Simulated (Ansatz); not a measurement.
# Kick test of a cell of Si2Ag

It was reached by relaxing an invented guess, and it needn't be the stable form of this composition.

Method: Ansatz 0.2.0, DFT PBE, scalar-relativistic, plane waves, PAW. Plane waves to 420 eV, a k mesh through Γ of 14×14×12 on the computed 3-atom cell and Gaussian smearing (0.10 eV); no spin polarisation.

The cell below (3 atoms, space group P4/mmm (No. 123)) is relaxed within its symmetry.

```
CELL_PARAMETERS angstrom
3.53056 0.00000 0.00000
0.00000 3.53056 0.00000
0.00000 0.00000 4.27127
ATOMIC_POSITIONS crystal
Si 0.00000 0.50000 0.00000
Si 0.50000 0.00000 0.00000
Ag 0.00000 0.00000 0.50000
```

For the test a repeat of it with 6 atoms (edges 3.53, 4.27, 7.06 Å) was strained at random (σ = 1.5 % a component), the atoms were moved at random (σ = 0.10 Å), and all was relaxed again on a coarse 6×6×4 mesh (in the run’s order of axes) with 0.20 eV smearing, with no symmetry imposed.

The cell is a metal run without spin; a magnetic state may lie lower.

Question: Is the structure stable against such a distortion?

Answer: It returns, within 1 meV/atom of the unmoved cell on that mesh and with the same symmetry when read at 0.1 Å (P2/m at 0.01 Å, so small strains and shifts remain). So it is stable against the distortions that fit this cell and that this random move excites. Modes that don't fit the cell aren't tested.
